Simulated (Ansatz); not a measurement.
Input for Ansatz (plane-wave DFT, PAW):

```yaml
crystal:
  lattice:
    - [-1.6709053067, 1.6709053067, 4.2980465854]
    - [1.6709053067, -1.6709053067, 4.2980465854]
    - [1.6709053067, 1.6709053067, -4.2980465854]
  atoms:
    - { symbol: Mn, position: [0.0, 0.0, 0.0], spin: 4.17 }
    - { symbol: Au, position: [0.3390466659, 0.3390466659, 0.0] }
    - { symbol: Au, position: [0.6609533341, 0.6609533341, 0.0] }
basis:
  ecutwfc: 420
kpoints:
  mp_grid: { grid: [18, 18, 18] }
  band_path:
    path:
      - [[0.0, 0.0, 0.0], [0.0, 0.0, 0.5], [0.25, 0.25, 0.25], [0.0, 0.5, 0.0], [0.0, 0.0, 0.0], [0.5, 0.5, -0.5], [0.28778344, 0.71221656, -0.28778344]]
      - [[-0.28778344, 0.28778344, 0.28778344], [0.0, 0.0, 0.0]]
      - [[0.0, 0.0, 0.5], [-0.07556687, 0.07556687, 0.5]]
      - [[0.5, 0.5, -0.07556687], [0.5, 0.5, -0.5]]
    npoints: 14
hamiltonian:
  xc: pbesol
scf:
  occupations: { method: gaussian, width: 0.1 }
  n_extra_bands: 7
output:
  forces: true
  stress: true
  eigenvalues: true
  populations: true
  dos: { projected: true, de: 0.02, nscf_kmesh: { grid: [27, 27, 27] } }
  bader: true
  write_density: true
  write_potential: true
  elf: true
  volumetric_format: npy
magnetization:
  spin_polarized: true
checkpoint:
  read: start.run
  write: ck
  compress: false
  write_wavefunctions: false
  write_every: 100000
```

Command:
```bash
ansatz run input.yaml --threads 1 --pin off --max-ram 2560MiB --backend cpu --events-out ev --progress --plain --runs-dir out
```

Level of theory: DFT PBEsol, scalar-relativistic, plane waves, PAW in Ansatz.

Abridged output:

```
Warning: the band count 34 (scf.n_extra_bands) hosts the net moment |M| = 4.1700 μB (N_el = 53) but caps the reachable moment at 2·n_bands − N_el = 15.0000 μB, below the 35 bands that the automatic rule leaves for it — a moment growing past the seed, or the majority channel's smearing tail, pins there with fewer empty majority states than that count leaves; raise or omit scf.n_extra_bands unless the cap is intended
Warning: checkpoint.read: spin seed differs: saved 27c90e1ef9f1…, current 4df8d3637406…; the loaded state replaces the seed-built initial guess (but the starting_ns of a DFT+U solve that opens without the state's occupation matrices), so the run may converge into the producing seed's basin, or, where the symmetry group that follows from this deck's starting moments and starting_ns does not hold the saved magnetisation, lose that magnetisation at its first build. Where atoms have moved since the state was saved, this difference can also decide whether moments are moved with them. A self-consistent run of this deck without the state starts from its starting moments and, under a DFT+U term, its ...
scf.n_extra_bands = 7 over 27 filled bands (N_el = 53.0): the run solves 34 bands
Pseudopotentials: kind: paw
Pseudopotential: Mn, paw, valence charge 15, recommended cutoff 420 eV (normal)
Pseudopotential: Au, paw, valence charge 19, recommended cutoff 420 eV (normal)
Functional definition: PBEsol
Crystal: 3 atoms, lattice volume = 47.999 Å³
Basis set: ecut = 420 eV, 931 PW (Γ), FFT grids on a1+a3, a2+a3, a3, exchange–correlation on 48×48×72 points (8 copies of the dense FFT grid, shifted against one another)
Bands: 34, of which v1, the nominal top of the filled ones, is band 27 counted from 1 (26 counted from 0)
Symmetry: 16 space group operations
Space group: I4/mmm (ITA 139), of the structure as read, at distance tolerance 3.6e-5 Å
Magnetic group: BNS 139.531 (UNI 1191), of the structure as read, at distance tolerance 3.6e-5 Å
k-points: 480 of 5832
Initial density: read from a saved state, or passed on in memory by an earlier SCF of this step, an earlier step, the calling program or the single point that the run made first
Starting moments: Σ|m| = 4.17 μB on 1 of 3 sites; this step starts from the density that it was given
Initial wavefunctions: pseudopotential atomic-orbital guess
Functional: x = pbesol(κ = 0.804, μ = 0.12345679), c = pbesol(β = 0.046)
SCF iter   1: F=—  HF=-29883.124607 eV  |F-HF|=—  |Δ(HF+E_count)|=         —  Δρ=1.22e-7 (↑1.21e-7 ↓1.22e-7) dr2=7.28e-12  dr2_m=3.95e-12  M=3.948 μB ∫|m|=4.204 μB  β_m=0.30  ethr=5.13e-9  ⟨swp⟩=3.8  Hψ=215610  notcnv=0
spin=Collinear: Kerker preconditioning applied to the charge; magnetization (m = ρ↑ − ρ↓) channel mixes plain (no charge-response kernel on spin).
SCF iter   2: F=-29883.124607 eV  HF=-29883.124607 eV  |F-HF|=3.64e-12  |Δ(HF+E_count)|=   8.45e-9  Δρ=6.35e-8 (↑6.35e-8 ↓3.75e-8) dr2=4.93e-12  dr2_m=1.01e-13  M=3.948 μB ∫|m|=4.204 μB  ethr=1.00e-12  ⟨swp⟩=8.9  Hψ=193618  notcnv=0
SCF 1 converged in 2 iterations: F = -29883.124607 eV  dr2 = 4.93e-12
SCF converged after 2 iterations
Magnetization: 3.9478 μB (28.4739 up, 24.5261 down)
Absolute magnetization: 4.2073 μB (∫|ρ↑−ρ↓|, with the PAW one-centre terms)
Spin contamination: 0.1774 ħ² per cell (⟨S²⟩ above its minimum at these occupations)
Per-site moments (μB) at R_I (Å): [(3.78712407, 1.12953577), (0.05894761, 1.12953577), (0.05894761, 1.12953577)]
Free energy (F): -29883.124607 eV
Harris-Foulkes:  -29883.124607 eV  (|F-HF|=3.64e-12)
Internal energy: -29883.120318 eV  (E = F + TS)
E sigma→0 (E₀):  -29883.122463 eV
Entropy (-TS):   -0.004289 eV (-1.430 meV/atom)
Fermi energy:    19.269579 eV
--- Per-component energies (eV) ---
  E_band       = -655.289485
  E_kinetic    = 1510.906815
  E_local      = -5270.591373  (includes V_loc(G=0)·N_el)
  E_nonlocal   = 401.775976
  E_hartree    = 2212.924248
  E_xc         = -565.906945
  E_vxc        = -694.128321  (∫ρ·V_xc dr)
  E_paw        = -20404.451161  (= ΣΔE_a)
  E_vpaw       = -1029.103920  (= ΣTr[D̂ρ^β])
  E_aug_tail   = 0.002748  (compensation charges beyond the density's cutoff)
  E_ewald      = -7768.569235
  E_core_change = 0.788608  (= ΣΔE_core)
  E_smearing   = -0.004289  (= −TS)
--- Forces (eV/Å), atoms counted from 1 ---
  atom   1  Mn     0.00000000     0.00000000     0.00000000
  atom   2  Au     0.00000000     0.00000000     0.00058805
  atom   3  Au     0.00000000     0.00000000    -0.00058805
--- Stress (GPa, compression-positive) ---
       -0.017520       0.000000       0.000000
        0.000000      -0.017520       0.000000
        0.000000       0.000000       0.019652
  P = ⅓ Tr σ = -0.0051 GPa (-0.051 kbar)
--- Band table (eV; the first three rows and the last of 960) ---
  k-point 0 ↑: bands = ["-86.6639", "-86.6485", "-61.6649", "-38.1570", "-38.0655", "-38.0655", "-37.9929", "-37.9841", "-37.9841", "-30.5370", "-30.5370", "-30.5161", "9.4783", "13.1512", "13.2932", "14.0807", "14.0861", "14.0869", "14.7819", "14.7819", "15.0229", "15.0229", "16.3159", "16.3462", "16.8276", "16.8276", "17.2904", "17.6748", "21.6386", "21.9278", "28.6176", "28.6176", "28.9008", "28.9008"]
  k-point 1 ↑: bands = ["-86.6638", "-86.6487", "-61.6648", "-38.1569", "-38.0664", "-38.0653", "-37.9915", "-37.9866", "-37.9842", "-30.5375", "-30.5374", "-30.5160", "9.5798", "13.1793", "13.3292", "14.0049", "14.0426", "14.1066", "14.7701", "14.7786", "14.9373", "15.1033", "16.1029", "16.3402", "16.8335", "17.0872", "17.2789", "17.7383", "21.7469", "22.0401", "27.5163", "28.0407", "28.3615", "28.4504"]
  k-point 2 ↑: bands = ["-86.6632", "-86.6491", "-61.6647", "-38.1565", "-38.0690", "-38.0644", "-37.9942", "-37.9878", "-37.9845", "-30.5389", "-30.5386", "-30.5157", "9.8763", "13.2621", "13.4318", "13.7782", "13.9536", "14.1732", "14.6681", "14.7703", "14.7755", "15.2967", "15.8894", "16.3744", "16.8498", "17.2492", "17.4127", "17.8600", "22.0717", "22.3694", "26.0955", "26.8122", "27.5669", "27.6980"]
  k-point 479 ↓: bands = ["-86.6033", "-86.5955", "-57.5862", "-38.0176", "-38.0089", "-38.0089", "-37.9942", "-37.9097", "-37.9097", "-26.5275", "-26.5224", "-26.5224", "11.3975", "12.4384", "12.7119", "12.9464", "14.0687", "14.0687", "14.5885", "15.2954", "15.9435", "16.0323", "16.0323", "17.0001", "20.0493", "20.8133", "20.8133", "20.9454", "21.0363", "24.4786", "24.4786", "29.4661", "30.3658", "32.8285"]
--- Löwdin populations: 3 sites ---
  site symbol q [e]    m [muB]
     0     Mn     14.5633     3.9761
     1     Au     18.8826     0.0421
     2     Au     18.8826     0.0421
  spilling = 0.012672 (of n_electrons = 53.000000)
--- Bader charges: 3 sites ---
  site symbol charge [e]  shift [e]    m [muB]
     0     Mn      0.9250     0.0011     3.8600
     1     Au     -0.4625     0.0006     0.0439
     2     Au     -0.4625     0.0006     0.0439
  estimated error of the sums over rays = 4.1e-4 e
```

The calculation finished and met its thresholds.

It took 3.5 min on 1 thread of Arm Neoverse V2 (shared host), peak memory 2 GiB.

The run starts from the saved density of an earlier one, so iterations and time are fewer than from atoms.

Spin-orbit coupling is left out, which matters for the bands of heavy elements. Only parallel moments were tried here.